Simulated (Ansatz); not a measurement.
Elastic constants of SbSe: input and output

Computed with DFT PBE, scalar-relativistic, plane waves, PAW (Ansatz).

It can be run as:
```bash
ansatz run input.yaml --threads 1 --pin off --backend cpu --events-out ev --progress --plain --runs-dir out  # memory cap (--max-ram) not shown
```

Input (bare energies are in eV):
```yaml
crystal:
  lattice:
    - [0.0, 3.0015686897, 3.0015686897]
    - [3.0015686897, 0.0, 3.0015686897]
    - [3.0015686897, 3.0015686897, 0.0]
  atoms:
    - { symbol: Sb, position: [0.0, 0.0, 0.0] }
    - { symbol: Se, position: [0.5, 0.5, 0.5] }
basis:
  ecutwfc: 420
kpoints:
  mp_grid: { grid: [12, 12, 12] }
hamiltonian:
  xc: pbe
scf:
  occupations: { method: fermi_dirac, width: 0.15 }
output:
  forces: true
  stress: true
  eigenvalues: true
elastic:
  mode: relaxed_ion
  amplitude: 0.005
```

From the output:
```
--- Elastic constants: 2 strain directions × 4 members + reference (group order 48) ---
  dense FFT box of the reference and of every strained cell: 30×30×30
  strains applied: 11, 23; error gains: componentwise 1.00 (the most a stress slope's error grows in a printed constant), spectral 1.73 (1 for all six strains in a standard setting)
  C = ∂σ_k/∂η_j (tension-positive GPa; Voigt order 11 22 33 23 13 12):
       115.173     28.867     28.867      0.000     -0.000      0.000
        28.867    115.173     28.867     -0.000      0.000      0.000
        28.867     28.867    115.173      0.000     -0.000      0.000
         0.000     -0.000     -0.000     -0.992     -0.000      0.000
        -0.000      0.000      0.000      0.000     -0.992     -0.000
         0.000     -0.000     -0.000      0.000      0.000     -0.992
  reference stress σ⁰ (GPa):      0.001      0.001      0.001      0.000      0.000     -0.000
  C* (energy form; C + prestress term) asymmetry max|C*_kj − C*_jk| = 1.066e-14 GPa — a small one proves nothing (zero by symmetry where the batch's group is 432, −43m or m−3m); a large one is finite-difference/SCF noise where every solve ...
  moduli (Voigt/Reuss/Hill, GPa): K = 57.64/57.64/57.64   G = 16.67/-1.68/7.49   E = 21.55   ν = 0.438
  mechanically stable: NO (min eigenvalue of sym C = -0.99 GPa)
  strain η (Voigt 11):  stress-route row diagonal C_11 = 115.17 GPa, energy-path curvature d²(F+E_count+ΔE)/dδ²/Ω₀ = 115.28 GPa
    cells at ±δ against ±2δ: C11 115.20 and 115.27 GPa, apart by 0.07 % of the column's largest entry
         δ    σ_11 (GPa) F (eV) n_scf n_hpsi n_pw
    -1.000e-2      -1.2100      -11953.6690945      11   82049   1064   relax 0 steps, max|allowed force component| 7.40e-30 eV/Å
    -5.000e-3      -0.5896      -11953.6706105       5   59692   1064   relax 0 steps, max|allowed force component| 6.71e-29 eV/Å
     5.000e-3       0.5624      -11953.6706249       8   74085   1073   relax 0 steps, max|allowed force component| 2.72e-29 eV/Å
     1.000e-2       1.0955      -11953.6692229      10   68355   1078   relax 0 steps, max|allowed force component| 1.68e-30 eV/Å
  strain η (Voigt 23):  stress-route row diagonal C_44 = -0.99 GPa, energy-path curvature d²(F+E_count+ΔE)/dδ²/Ω₀ = -0.93 GPa
    cells at ±δ against ±2δ: C44 -1.00 and -1.01 GPa, apart by 1.24 % of the column's largest entry
         δ    σ_23 (GPa) F (eV) n_scf n_hpsi n_pw
    -1.000e-2       0.0101      -11953.6711205       9  128629   1069   relax 0 steps, max|allowed force component| 1.26e-29 eV/Å
    -5.000e-3       0.0050      -11953.6711078       7  110061   1068   relax 0 steps, max|allowed force component| 4.07e-29 eV/Å
     5.000e-3      -0.0050      -11953.6711078       7  107915   1068   relax 0 steps, max|allowed force component| 6.05e-29 eV/Å
     1.000e-2      -0.0101      -11953.6711205       9  114805   1069   relax 0 steps, max|allowed force component| 1.26e-29 eV/Å
```

The cell was built by swapping an element in a database structure (itself possibly hypothetical) and relaxing; it need not be the stable form of this composition. In a metal, frequencies and elastic constants depend on the k mesh and the smearing, soft modes and shear constants most. Spin polarisation was left out, and a magnetic state may lie lower.

As the tensor has a negative eigenvalue, the Reuss and Hill moduli of a polycrystal, and E and ν formed from them, have no physical meaning here.

The least eigenvalue is -1.0 GPa; in a metal on this mesh the verdict on stability isn't firm within about 20 GPa or a tenth of the bulk modulus.